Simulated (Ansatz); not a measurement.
Computed with DFT PBE, scalar-relativistic, plane waves, PAW (Ansatz). Each cell gets a short relaxation within its symmetry: 420 eV, a coarse mesh through Γ, smearing of 0.15 eV, at most 16 steps to 0.08 eV/Å and 0.8 GPa. No spin polarisation. Energies are free energies per atom, good to about 0.1 eV/atom between metallic cells, end volumes are rough, and groups of ends are read at 0.1 Å.

Two unrelaxed guesses for ZrAl3B3N:

Cell 1.

```yaml
crystal:
  lattice:
    - [3.62271, 0.00000, 0.00000]
    - [0.00000, 3.62271, 0.00000]
    - [0.00000, 0.00000, 7.91787]
  atoms:
    - { symbol: Zr, position: [0.00000, 0.00000, 0.60170] }
    - { symbol: Al, position: [0.50000, 0.00000, 0.42140] }
    - { symbol: Al, position: [0.00000, 0.50000, 0.42140] }
    - { symbol: Al, position: [0.50000, 0.50000, 0.15099] }
    - { symbol: B, position: [0.00000, 0.00000, 0.81001] }
    - { symbol: B, position: [0.50000, 0.50000, 0.32849] }
    - { symbol: B, position: [0.50000, 0.50000, 0.63750] }
    - { symbol: N, position: [0.00000, 0.00000, 0.02403] }
```

Cell 2.

```yaml
crystal:
  lattice:
    - [2.90621, 0.00000, 0.00000]
    - [0.00000, 2.90621, 0.00000]
    - [0.00000, 0.00000, 9.31779]
  atoms:
    - { symbol: Zr, position: [0.00000, 0.00000, 0.00000] }
    - { symbol: Al, position: [0.50000, 0.50000, 0.26817] }
    - { symbol: Al, position: [0.00000, 0.00000, 0.50000] }
    - { symbol: Al, position: [0.50000, 0.50000, 0.73183] }
    - { symbol: B, position: [0.00000, 0.00000, 0.27111] }
    - { symbol: B, position: [0.50000, 0.50000, 0.50000] }
    - { symbol: B, position: [0.00000, 0.00000, 0.72889] }
    - { symbol: N, position: [0.50000, 0.50000, 0.00000] }
```

Question: Compare their energies before and after the relaxation.

Answer: As given, cell 2 is lower by 2.19 eV/atom. Relaxed, cell 2 is lower by 0.30 eV/atom, so the order holds. Cell 1 goes from P4mm at 13.0 Å³/atom to P4mm at 15.1 Å³/atom and gains 2.26 eV/atom. Cell 2 goes from P4/mmm at 9.8 Å³/atom to P4/mmm at 11.9 Å³/atom and gains 0.36 eV/atom. The closest pair in cell 1 goes from Al–B at 1.41 Å to B–N at 1.33 Å. The closest pair in cell 2 goes from Al–B and Zr–N at 2.05 Å to Al–B and Zr–N at 2.25 Å. At the end: counting B or N atoms around Al and Zr (for each partner element, those within 1.25 times its shortest distance or 1.15 times the sum of covalent radii, where it is the nearest in units of that sum or under 1.3; a slash parts the counts of unlike sites), cell 1 has Zr 5, Al 1/4 and cell 2 has Zr 6, Al 6. The lowest end among all the guesses of this search lies 0.30 eV/atom under the better of the two.

No dispersion correction is applied, so the spacing and binding between layers, chains or molecules are poorly described (P4mm), and this can change margins and order among such cells.
